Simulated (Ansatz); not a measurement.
## Notes on LaBe

```
La Be
1.0
     7.93888    0.00000    0.00000
     0.00000    3.77997    0.00000
     0.00000    0.00000    5.70311
La Be
4 4
Direct
  0.18010 0.25000 0.11360
  0.31990 0.75000 0.61360
  0.68010 0.25000 0.38640
  0.81990 0.75000 0.88640
  0.03030 0.25000 0.60870
  0.46970 0.75000 0.10870
  0.53030 0.25000 0.89130
  0.96970 0.75000 0.39130
```

Level: PBE, no spin polarisation; 420 eV; 4×7×5 Γ-centred mesh; gaussian occupations (width 0.0197 eV); Ansatz 0.2.0, fixed geometry.

(1) What happens at the Fermi level?

(2) Is it stable against the elements?

(3) Give the Bader charges.

(4) Where is the largest force?

(5) Is the cell too large or too small?

Origin: a known structure type with other elements, at an estimated volume, so it need not be a known compound. Caveats: many states at the Fermi level without spin polarisation, so a magnetic state may lie lower; f levels without a U or exact exchange are poorly placed.

Results:

(1) It is a metal, with about 11 states/eV a cell as the mean within 0.25 eV of the Fermi level, mostly La d (65 %).

(2) 0.24 eV an atom against the elements' usual phases (free molecules for gases, crystals otherwise, with no correction for O₂ or N₂), so at this geometry it isn't bound against them. Relaxing would lower it.

(3) Bader charges in e: La +0.68, Be -0.68. In the mean La gives up most and Be takes most.

(4) The largest is on Be5 (and as large on other atoms): 0.64 eV/Å, components (-0.22, 0.00, -0.61). It makes 55° with the line to a nearest neighbour, Be8 at 2.31 Å.

(5) The pressure is 3.7 GPa (compression positive), so with the atoms held at these fractions the cell would first expand. The principal stresses 2.8, 3.0, 5.4 GPa differ, so its shape would change too.
